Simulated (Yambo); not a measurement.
**How GW settings move the gap: ZnSe**

G0W0@PBEsol for ZnSe (zinc blende, space group F-43m, No. 216) in Yambo. Reference settings: 4×4×4 Γ-centred k mesh, bands 19 to 226 and a 10 Ry block in the screening, 226 bands in G with the Bruneval-Gonze terminator, plasmon pole fitted at 27.2 eV. The PBEsol gap Γ → Γ on this mesh is 1.12 eV; G0W0 gaps are taken between the same points.

```
change from the reference       G0W0 gap Γ → Γ (eV)  shift of the valence edge (eV)        rough Yambo cost
------------------------------  -------------------  ------------------------------  ----------------------
reference settings                             2.60                           -1.28                       1
92 bands in W, 92 bands in G                   2.65                           -1.09               about 1/3
148 bands in W, 148 bands in G                 2.61                           -1.20  within a factor of two
92 bands in G                                  2.62                           -1.26                       –
148 bands in G                                 2.61                           -1.28                       –
112 bands in W                                 2.62                           -1.15               about 1/2
1 Ry block                                     2.83                           -1.09  within a factor of two
4 Ry block                                     2.51                           -1.16  within a factor of two
8 Ry block                                     2.58                           -1.25  within a factor of two
pole fitted at 15 eV                           2.59                           -1.19                       –
no random integration                          2.57                           -1.08                       –
92 bands in G, no terminator                   2.54                           -0.88                       –
148 bands in G, no terminator                  2.56                           -1.09                       –
no terminator                                  2.57                           -1.19                       –
```

The reference isn't shown to be the converged limit. Costs are rough (shared machines), scaled to the same edge states, and given only for runs that recompute the screening.

The standard potential for Se keeps a d shell in the valence without the s and p states of that shell. In tests on such compounds this moved G0W0 gaps by up to about 0.9 eV, so absolute quasiparticle energies here are unreliable; differences between settings are what counts.

Spin-orbit coupling is included.

Geometry relaxed with PBEsol; primitive cell a = 3.983 Å, b = 3.983 Å, c = 3.983 Å, α = 60.00°, β = 60.00°, γ = 60.00°.

A shift is the quasiparticle energy of the state minus its PBEsol energy.
